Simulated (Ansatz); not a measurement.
Free-standing chains of the atoms of HgTe, named by their start (strip: triangular double chain, ladder: square double chain); atoms and period are relaxed, and energies count from relaxed bulk HgTe (F-43m, 35.47 Å³/atom, gap on the mesh 0.00 eV).

Theory: Ansatz, DFT r2SCAN, scalar-relativistic, plane waves, PAW.

Plane waves to 500 eV, a k mesh through Γ of 1×1×13 on the computed 2-atom cell and Gaussian smearing (0.05 eV); collinear spin from starting moments 0.5 0.5 μB.

Start (dimerised chain):

```xyz
2
Lattice="9.0000 0.0000 0.0000 0.0000 9.3000 0.0000 0.0000 0.0000 5.1216" Properties=species:S:1:pos:R:3 pbc="T T T"
Hg    4.5000    4.6500    0.0000
Te    4.5000    4.6500    2.3815
```

**Question.** What does the relaxation give?

**Answer.** The free energy falls by 215 meV/atom.

```
excess energy (eV per host atom)                      : 0.831
period (Å)                                            : 5.340
gap on the mesh (eV)                                  : 0
highest filled level or Fermi level under vacuum (eV) : 5.58
size of the moment (μB per cell)                      : 0.46
```

Relaxed structure:
```xyz
2
Lattice="9.0000 0.0000 0.0000 0.0000 9.3000 0.0000 0.0000 0.0000 5.3396" Properties=species:S:1:pos:R:3 pbc="T T T"
Hg    4.5000    4.6500   -0.0935
Te    4.5000    4.6500    2.5764
```

Spin-orbit coupling is left out, which matters for the bands of heavy elements.

Each run keeps its start's symmetry and one magnetic start, so lower states can exist.

Time: 2.6 min on 2 threads of Intel(R) Xeon(R) 6975P-C (Granite Rapids) (shared host), peak memory 1.6 GiB.